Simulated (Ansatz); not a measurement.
# Cs₂CaSbF₆: input and output

Input file of Ansatz 0.2.0:

```yaml
crystal:
  lattice:
    - [0.0, 4.678106, 4.678106]
    - [4.678106, 0.0, 4.678106]
    - [4.678106, 4.678106, 0.0]
  atoms:
    - { symbol: Ca, position: [0.0, 0.0, 0.0] }
    - { symbol: F, position: [0.79, 0.21, 0.21] }
    - { symbol: F, position: [0.21, 0.79, 0.21] }
    - { symbol: F, position: [0.21, 0.79, 0.79] }
    - { symbol: F, position: [0.79, 0.21, 0.79] }
    - { symbol: F, position: [0.21, 0.21, 0.79] }
    - { symbol: F, position: [0.79, 0.79, 0.21] }
    - { symbol: Cs, position: [0.25, 0.25, 0.25] }
    - { symbol: Cs, position: [0.75, 0.75, 0.75] }
    - { symbol: Sb, position: [0.5, 0.5, 0.5] }
  symmetry: { tolerance: 0.0003 }
kpoints:
  mp_grid: { grid: [6, 6, 6], shift: [0, 0, 0] }
  band_path:
    path:
      - [0.375, 0.375, 0.75]
      - [0.0, 0.0, 0.0]
      - [0.5, 0.5, 0.5]
      - [0.5, 0.25, 0.75]
      - [0.5, 0.0, 0.5]
    npoints: 13
magnetization:
  spin_polarized: false
scf:
  occupations: { method: fermi_dirac, width: 0.0342 }
  lower_state_search: "off"
  max_iter: 200
hamiltonian:
  pseudopotentials: { kind: paw }
  xc: pbe
basis:
  ecutwfc: 420
  fft_grid_basis: typed
output:
  forces: true
  stress: true
  eigenvalues: true
  bader: true
  populations: true
  elf: true
  write_potential: true
  volumetric_format: npy
  dos:
    e_range: [-12, 8]
    de: 0.05
    projected: { site_lists: { Ca: [Ca], Cs: [Cs], F: [F], Sb: [Sb] } }
checkpoint:
  read: saved_state
```

The run starts from an earlier solution of this cell. 

Excerpt of what it printed:

```
SCF iter   1: F=—  Δρ=9.45e-4  dr2=3.38e-4  defer=2
SCF iter   2: F=—  Δρ=1.96e-4  dr2=9.01e-5  defer=3
SCF iter   3: F=—  Δρ=1.44e-4  dr2=6.14e-5  defer=3
SCF iter   4: F=—  Δρ=7.97e-5  dr2=2.91e-5  defer=3
SCF iter   5: F=—  Δρ=4.36e-5  dr2=8.52e-6  defer=3
SCF iter   6: F=—  Δρ=1.75e-5  dr2=1.03e-6  defer=3
SCF iter   7: F=-24499.2605 eV  Δρ=4.46e-6  dr2=3.47e-8
Free energy (F): -24499.2605 eV
Harris-Foulkes:  -24499.2605 eV  (|F-HF|=5.49e-8)
Internal energy: -24499.2100 eV  (E = F + TS)
E sigma→0 (E₀):  -24499.2352 eV
Entropy (-TS):   -0.0505 eV (-5.049 meV/atom)
Fermi energy:    6.0752 eV
--- Per-component energies (eV) ---
  E_band       = -609.4766
  E_kinetic    = 2020.0442
  E_local      = -7404.5052  (includes V_loc(G=0)·N_el)
  E_nonlocal   = 926.3237
  E_hartree    = 2989.9562
  E_xc         = -1107.8892
  E_vxc        = -1139.9819  (∫ρ·V_xc dr)
  E_paw        = -16767.4152  (= ΣΔE_a)
  E_vpaw       = -991.2778  (= ΣTr[D̂ρ^β])
  E_aug_tail   = 0.0123  (compensation charges beyond the density's cutoff)
  E_ewald      = -5155.7368
  E_smearing   = -0.0505  (= −TS)
--- Forces (eV/Å), atoms counted from 1 ---
  atom   1  Ca     0.0000     0.0000     0.0000
  atom   2  F      4.6703     0.0000     0.0000
  atom   3  F      0.0000     4.6703     0.0000
  atom   4  F     -4.6703     0.0000     0.0000
  atom   5  F      0.0000    -4.6703     0.0000
  atom   6  F      0.0000     0.0000     4.6703
  atom   7  F      0.0000     0.0000    -4.6703
  atom   8  Cs     0.0000     0.0000     0.0000
  atom   9  Cs     0.0000     0.0000     0.0000
  atom  10  Sb     0.0000     0.0000     0.0000
--- Stress (GPa, compression-positive) ---
        7.8751       0.0000       0.0000
        0.0000       7.8751       0.0000
        0.0000       0.0000       7.8751
  P = ⅓ Tr σ = 7.8751 GPa (78.751 kbar)
--- Bader charges: 10 sites ---
  site symbol  charge [e]  shift [e]
     0     Ca      1.5524     0.0012
     1      F     -0.7723     0.0002
     2      F     -0.7723     0.0002
     3      F     -0.7723     0.0002
     4      F     -0.7723     0.0002
     5      F     -0.7723     0.0002
     6      F     -0.7723     0.0002
     7     Cs      0.8882     0.0000
     8     Cs      0.8882     0.0000
     9     Sb      1.3051     0.0000
```

Origin: a known structure type with other elements, at an estimated volume, so it need not be a known compound. Caveats: many states at the Fermi level without spin polarisation, so a magnetic state may lie lower; atoms or cell far from equilibrium.
